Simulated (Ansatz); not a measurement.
Relaxed-ion elastic tensor of AsRu in space group Pnma (No. 62; As on 4c, Ru on 4c) in GPa (Voigt order), DFT-PBEsol in the program Ansatz with PAW potentials; density 9.82 g/cm³, 14.88 Å³ per atom.

```
 351   175   152   0.0   0.0   0.0
 175   200   179   0.0   0.0   0.0
 152   179   290   0.0   0.0   0.0
 0.0   0.0   0.0  94.4   0.0   0.0
 0.0   0.0   0.0   0.0  70.4   0.0
 0.0   0.0   0.0   0.0   0.0   113
```

Is the crystal mechanically stable?

Yes: the smallest eigenvalue of C is 48.2 GPa.

Work out the Voigt, Reuss and Hill averages.

K_V = 206, K_R = 193, K_H = 200; G_V = 77.9, G_R = 57.7, G_H = 67.8 GPa.

Give Young's modulus, Poisson's ratio, Pugh's ratio and the universal anisotropy index.

E = 9KG/(3K + G) = 183 GPa; ν = 0.35; K/G = 2.94 (ductile by the Pugh limit of 1.75); A_U = 5G_V/G_R + K_V/K_R − 6 = 1.81.

Estimate the sound speeds and the Debye temperature.

v_l = √((K + 4G/3)/ρ) = 5440 m/s, v_t = √(G/ρ) = 2630 m/s, mean 2950 m/s; Θ = (h/k)(3n/4πV)^(1/3) v_m = 358 K.

Solve the Christoffel equation for the three sound speeds along x, y, z.

Eigenvalues of C_ijkl n_j n_l equal ρv². In km/s, slowest first: x 2.68, 3.40, 5.98; y 3.10, 3.40, 4.51; z 2.68, 3.10, 5.43.

How much does each axis shrink under pressure?

Linear compressibilities β_i = Σ_j S_ij (j = 1 to 3): x 0.65, y 3.7, z 0.82 per TPa.

The first step of the workflow began from a Materials Project structure, measured or hypothetical; the Crystallography Open Database copy checked does not list it. Whether it is the stable phase at ambient conditions was not checked. The cell was relaxed with PBEsol under the symmetry of its start; its stability against distortions is not shown here. The workflow began spin-polarised and lost its moments. As this level gives no gap, shear constants depend on the k-mesh and smearing (Fermi–Dirac, 0.1 eV here). On the denser mesh and wider smearing of the elastic run this cell carries a stress of 0.4 GPa.

Potentials: the later of the program's two PAW sets.
